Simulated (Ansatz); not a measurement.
SnGe (rock salt, space group No. 225) under volume change, PBE in the plane-wave PAW code Ansatz, scaled uniformly.

```csv
V (Å³/atom),E − E(relaxed) (meV/atom),P (GPa)
22.218,41.6,6.66
22.950,___,___
23.683,4.1,1.84
24.415,0.0,0.00
25.147,3.6,-1.55
25.880,13.8,-2.85
26.612,___,___
```

**Question.** Fill in the missing entries.

**Answer.** 
- 22.950, E − E(relaxed) (meV/atom): 17.4
- 22.950, P (GPa): 4.03
- 26.612, E − E(relaxed) (meV/atom): 29.4
- 26.612, P (GPa): -3.94

**Question.** What does a third-order Birch–Murnaghan fit give for V₀, B₀ and B′?

**Answer.** V₀ = 24.41 Å³/atom, B₀ = 56.2 GPa, B′ = 4.8.

Space group Fm-3m (rock salt). The cell is a constructed one: a structure type filled with these elements; neither database checked (COD, Materials Project) lists it. Its standing as an ambient phase is unchecked. The cell was relaxed with PBE under the symmetry of its start; its stability against distortions is not shown here. Scalar-relativistic: spin–orbit coupling is off unless named, which matters more the heavier the elements.

Potentials: the later of the program's two PAW sets.
